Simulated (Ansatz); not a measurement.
Given:

MoS$_{2}$:
```xyz
3
Lattice="1.5926 0.9195 6.4979 -1.5926 0.9195 6.4979 0.0000 -1.8389 6.4979" Properties=species:S:1:pos:R:3 pbc="T T T"
Mo     0.0000     0.0000    19.4893
S      0.0000     0.0000     8.0460
S      0.0000     0.0000     4.9414
```

This is the r²SCAN-relaxed structure. Cartesian axes are those of the cell as given.

All from the program Ansatz at the r²SCAN level (PAW), unless another level is named. Estimate the smallest direct gap on the standard path.

1.76 eV.

What about the band gap?

1.15 eV (indirect).

And the formation energy from the elements (no fitted shifts)?

-979 meV/atom.

Next, the valence-band maximum?

at T.

And the conduction-band minimum?

off the standard path, at k = (0.109, 0.443, -0.221).

Space group R3m. The r²SCAN relaxation kept the symmetry of its start. No spin polarisation was allowed. A crystal of weakly bound layers computed without a dispersion correction: the cell and the soft elastic constants depend strongly on that. The references are the lowest solids computed at this level, not always the standard phases. Spin–orbit coupling is left out wherever it is not named.

Potentials: the later of the program's two PAW sets.
